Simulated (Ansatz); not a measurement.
SiNi₂ in space group P6_3/mmc (No. 194; Si on 2d, Ni on 2c, Ni on 2a), a = 3.8683 Å, b = 3.8683 Å, c = 4.9166 Å, α = 90.00°, β = 90.00°, γ = 120.00°.

Relaxed with PBEsol.

**Question.** Which orbitals make up the states near the Fermi level in PBEsol (plane waves, PAW; program Ansatz)?

**Answer.** Within 0.5 eV of the Fermi level: Ni 3d 72 %, Si 3p 19 %. Projections are on Löwdin-orthogonalised atomic valence shells; empty p or d shells of many metals are not among them.

**Question.** Tabulate the density of states.

**Answer.** States/eV per cell of 6 atoms, in 0.25 eV bins, energy from the Fermi level.

```
E (eV)  total  Ni 3d  Si 3p  Ni 4s
------  -----  -----  -----  -----
-7.85    0.00   0.00   0.00   0.00
-7.60    0.15   0.02   0.09   0.04
-7.35    0.71   0.11   0.37   0.17
-7.10    1.83   0.37   0.87   0.42
-6.85    2.10   0.45   1.01   0.44
-6.60    1.65   0.41   0.78   0.28
-6.35    2.10   0.59   1.01   0.29
-6.10    1.92   0.63   0.84   0.24
-5.85    2.06   0.77   0.84   0.26
-5.60    2.09   0.82   0.84   0.28
-5.35    2.02   0.85   0.80   0.26
-5.10    3.36   1.70   1.23   0.32
-4.85    4.70   2.59   1.61   0.38
-4.60    5.10   2.98   1.65   0.32
-4.35    5.51   3.52   1.67   0.16
-4.10    9.60   6.81   2.43   0.13
-3.85    2.95   2.05   0.70   0.05
-3.60    5.29   4.38   0.51   0.16
-3.35   14.85  13.34   0.78   0.18
-3.10    6.74   6.13   0.27   0.07
-2.85    5.26   4.80   0.20   0.07
-2.60    6.87   6.44   0.19   0.10
-2.35   11.51  10.84   0.37   0.09
-2.10   11.81  11.14   0.34   0.12
-1.85    8.14   7.62   0.23   0.09
-1.60   16.52  15.58   0.42   0.13
-1.35   17.65  16.68   0.31   0.21
-1.10    6.77   6.06   0.30   0.18
-0.85    5.48   4.93   0.32   0.09
-0.60    4.88   4.40   0.29   0.10
-0.35    2.61   2.03   0.38   0.08
-0.10    4.07   3.06   0.73   0.12
0.15     2.73   1.86   0.58   0.10
0.40     1.95   1.18   0.49   0.09
0.65     1.69   0.93   0.48   0.07
0.90     1.46   0.73   0.46   0.06
1.15     1.43   0.66   0.49   0.05
1.40     1.97   0.86   0.61   0.10
1.65     2.05   0.82   0.67   0.11
1.90     1.79   0.64   0.67   0.09
2.15     1.55   0.50   0.61   0.09
2.40     2.06   0.63   0.83   0.15
2.65     2.16   0.59   0.87   0.20
2.90     2.44   0.58   0.89   0.36
3.15     2.75   0.63   0.98   0.59
3.40     2.13   0.45   0.83   0.40
3.65     2.58   0.48   1.02   0.52
3.90     2.67   0.42   1.04   0.61
4.15     1.95   0.28   0.71   0.46
4.40     1.67   0.24   0.52   0.42
4.65     1.61   0.23   0.42   0.51
```

The first step of the workflow began from a Materials Project structure, measured or hypothetical; the Crystallography Open Database files this formula in space group No. 194, but the cells were not matched. Its standing as an ambient phase is unchecked. The PBEsol relaxation kept the symmetry of its start; of distortions, only those at the zone centre were tested. No spin polarisation was allowed.

Potentials: the later of the program's two PAW sets.
